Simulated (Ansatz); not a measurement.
Nb2CS in space group P6_3/mmc (No. 194; Nb on 4f, C on 2a, S on 2d) under volume change, plane-wave PAW r²SCAN (Ansatz code), shape and atoms relaxed at each volume.

```tsv
V (Å³/atom)	E − E(relaxed) (meV/atom)	P (GPa)
12.564	82.2	23.14
12.978	(withheld)	(withheld)
13.393	8.0	6.43
13.807	0.0	0.00
14.221	(withheld)	(withheld)
14.635	26.5	-9.75
15.049	55.9	-12.88
```

Fill in the missing entries.


- 14.221, E − E(relaxed) (meV/atom): 6.8
- 14.221, P (GPa): -5.25
- 12.978, E − E(relaxed) (meV/atom): 34.3
- 12.978, P (GPa): 14.16

What does a third-order Birch–Murnaghan fit give for V₀, B₀ and B′?

V₀ = 13.81 Å³/atom, B₀ = 191 GPa, B′ = 5.3.

The first step of the workflow began from a Materials Project structure, measured or hypothetical; the Crystallography Open Database copy checked does not list it. Its standing as an ambient phase is unchecked. Symmetry was held in the r²SCAN relaxation; its stability against distortions is not shown here. The run is not spin-polarised.

Potentials: the later of the program's two PAW sets.
